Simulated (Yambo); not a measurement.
Yambo run on a free-standing SnS2 monolayer (symmetry P-3m1, slab cell 15.9 Å high). The wavefunctions come from this Quantum ESPRESSO step (PBE, PseudoDojo stringent norm-conserving files, scalar-relativistic):

```
&CONTROL
  calculation = 'nscf'
  pseudo_dir = './pseudo'
  outdir = './out'
/
&SYSTEM
  ibrav = 0
  nat = 3
  ntyp = 2
  ecutwfc = 102.0
  ecutrho = 408.0
  occupations = 'fixed'
  force_symmorphic = .true.
  nbnd = 127
  assume_isolated = '2D'
/
&ELECTRONS
  conv_thr = 3.0000000000000004e-09
  diago_full_acc = .true.
  diago_thr_init = 1e-08
/
ATOMIC_SPECIES
S 32.0600 S.upf
Sn 118.7100 Sn.upf
CELL_PARAMETERS angstrom
  3.646938765326   0.000000000000   0.000000000000
 -1.823469382663   3.158341616818   0.000000000000
  0.000000000000   0.000000000000  15.900000000000
ATOMIC_POSITIONS crystal
S   0.333333333000   0.666666667000   0.092661981800
S   0.666666666333   0.333333333667  -0.092661981800
Sn  -0.000000000000   0.000000000333  -0.000000000000
K_POINTS automatic
6 6 1 0 0 0
```

Yambo input:

```
rim_cut
gw0
dyson
el_el_corr
HF_and_locXC
ppa
em1d
rim_w
RandQpts= 1000000
RandGvec= 2 Ry
CUTGeo= "slab z"
EXXRLvcs= 102 Ry
VXCRLvcs= 408 Ry
Chimod= "HARTREE"
% BndsRnXp
 5 | 125 |
%
NGsBlkXp= 8 Ry
% LongDrXp
 1.0 | 1.0 | 0.0 |
%
RandGvecW= 1000 mRy
PPAPntXp= 27.2114 eV
% GbndRnge
 1 | 125 |
%
GTermKind= "BG"
DysSolver= "n"
ExtendOut
% QPkrange
 1 | 1 | 17 | 18 |
 2 | 2 | 17 | 18 |
 4 | 4 | 17 | 18 |
 7 | 7 | 17 | 18 |
%
```

k points by index: 1 = Γ, 2 = (0, 0.167), 4 = M, 7 = K.

Resulting energies as the program prints them:

```
#    K-point    Band    Eo [eV]    E [eV]    E-Eo [eV]    Vxc [eV]    Vnlxc [eV]    Sc|Eo [eV]    Sc|E [eV]    dSc/dw|Eo [eV]    Re(Z)    Im(Z)
#
    1    17    -0.092146    -0.850691    -0.758545    -13.69232    -16.15062    1.461573    1.699748    -8.542000    0.761078    -0.002365
    1    18    2.532003    3.329714    0.797711    -12.77866    -9.090149    -2.680587    -2.890802    -7.169326    0.791467    -0.002111
    2    17    0.000000    -0.764963    -0.764963    -13.61631    -16.09765    1.475809    1.716374    -8.555396    0.760793    -0.002328
    2    18    3.042410    3.929805    0.887394    -13.56275    -9.603262    -2.821966    -3.072092    -7.668650    0.780137    -0.001913
    4    17    -0.261676    -1.067144    -0.805468    -13.44598    -16.09191    1.585842    1.840456    -8.599625    0.759853    -0.002370
    4    18    1.616953    2.416208    0.799255    -12.45904    -8.962131    -2.481783    -2.697651    -7.347914    0.787376    -0.002227
    7    17    -0.656060    -1.565465    -0.909405    -12.81373    -15.87044    1.856536    2.147302    -8.698208    0.757767    -0.002420
    7    18    2.741631    3.647692    0.906061    -13.13353    -9.188892    -2.781327    -3.038573    -7.724904    0.778884    -0.001337
```
(The two width columns are left out.) Convergence of these settings isn't established.

Spin-orbit coupling is not included.

Geometry relaxed with PBEsol.
